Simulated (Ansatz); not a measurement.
GeS₂:
```xyz
9
Lattice="5.8071 0.0000 0.0000 -2.9035 5.0291 0.0000 0.0000 0.0000 6.9548" Properties=species:S:1:pos:R:3 pbc="T T T"
Ge     1.5875     2.7496     3.4774
Ge     2.6321     0.0000     1.1591
Ge    -1.3160     2.2794     5.7956
S      0.8418     1.8220     5.3714
S      0.9047     4.8471     3.0531
S     -1.7465     3.3890     0.7349
S      1.1570     1.6400     1.5834
S      3.7453     3.2070     3.9017
S      3.8082     0.1820     6.2199
```

Tensor components refer to the Cartesian frame of this cell.

Question: Give the high-frequency dielectric tensor and the Born effective charge tensors of the independent atoms from DFPT, PBEsol in the plane-wave PAW code Ansatz.

Answer: 
ε∞:
```
6.84  0.00  0.00
0.00  6.84  0.00
0.00  0.00  8.72
```
Z* of atom 1 (Ge), rows: field, columns: displacement, in e:
```
 3.09  -0.34  -1.20
-0.34   2.70   0.69
 0.81  -0.47   3.74
```
Z* of atom 4 (S), rows: field, columns: displacement, in e:
```
-1.97  -0.11   0.87
-0.04  -0.92   0.01
 1.11   0.45  -1.87
```

Space group P3_221. The start of the workflow was typed in or built on a structure type; neither database checked (COD, Materials Project) lists it. COD files the formula under space group No. 14, 43, 82, 122, 217. Its standing as an ambient phase is unchecked. Symmetry was held in the PBEsol relaxation; its stability against distortions is not shown here. The volume moved by -23 % from the start of the relaxation. Scalar-relativistic: spin–orbit coupling is off unless named, which matters more the heavier the elements.

Potentials: the earlier of the program's two PAW sets. The files were generated under PBE; for other functionals the program regenerates the frozen cores, and for LDA and PBEsol the local potential too.
